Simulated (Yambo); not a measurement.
CsAsF6 (space group R-3, No. 148), G0W0@PBEsol in Yambo; all else as in the reference (2×2×2 Γ-centred k mesh, 258 bands and a 8 Ry block in the screening, 258 bands in G with the Bruneval-Gonze terminator, plasmon pole fitted at 27.2 eV). One parameter is varied: the cutoff of the wavefunctions in Yambo, over 10, 20, 30, 50, 84 Ry.

Q: From which value on does the gap Γ → Γ stay within 0.05 eV of the largest setting?

A: From 50 Ry on.
```
cutoff of the wavefunctions in Yambo (Ry)  G0W0 gap (eV)  valence shift (eV)
-----------------------------------------  -------------  ------------------
10                                                  9.42               -1.48
20                                                 10.21               -2.27
30                                                 10.20               -2.49
50                                                 10.11               -2.57
84                                                 10.13               -2.58
```
The last step of the sweep still moves the gap by 18 meV; the other settings are held fixed.

The standard potential for As keeps a d shell in the valence without the s and p states of that shell. In tests on such compounds this moved G0W0 gaps by up to about 0.9 eV, so absolute quasiparticle energies here are unreliable; differences between settings are what counts.

Spin-orbit coupling is not included.

Geometry of the Materials Project entry, not relaxed at this level; primitive cell a = b = c = 5.167 Å, α = β = γ = 96.53°.

The structure is a Materials Project entry; no match was found in the copy of COD used, and its stability was not checked.

A shift is the quasiparticle energy of the state minus its PBEsol energy.
